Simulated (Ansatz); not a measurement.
TaRh$_{3}$ (Cu3Au type, space group No. 221) at seven volumes, plane-wave PAW PBEsol (Ansatz code), scaled uniformly. One row is withheld.

```csv
V (Å³/atom),P (GPa)
12.943,?
13.369,20.98
13.796,9.59
14.223,0.00
14.649,-8.07
15.076,-14.85
15.503,-20.54
```

Fit the shown pressures and predict the withheld one.

P = (3/2)B₀(x^(7/2) − x^(5/2))[1 + (3/4)(B′ − 4)(x − 1)] with x = (V₀/V)^(2/3). Least squares on the six rows gives V₀ = 14.223 Å³/atom, B₀ = 293 GPa, B′ = 4.76. At V = 12.943, x = 1.0649 and P = 34.61 GPa. The run itself gave 34.51 GPa.

Space group Pm-3m (Cu3Au type). The workflow started from a Materials Project entry (that database holds measured and hypothetical structures alike); the Crystallography Open Database files this formula in space group No. 221, but the cells were not matched. Whether it is the stable phase at ambient conditions was not checked. The cell was relaxed with PBEsol under the symmetry of its start; of distortions, only those at the zone centre were tested. The run is not spin-polarised. Spin–orbit coupling is left out wherever it is not named.

Potentials: the later of the program's two PAW sets.
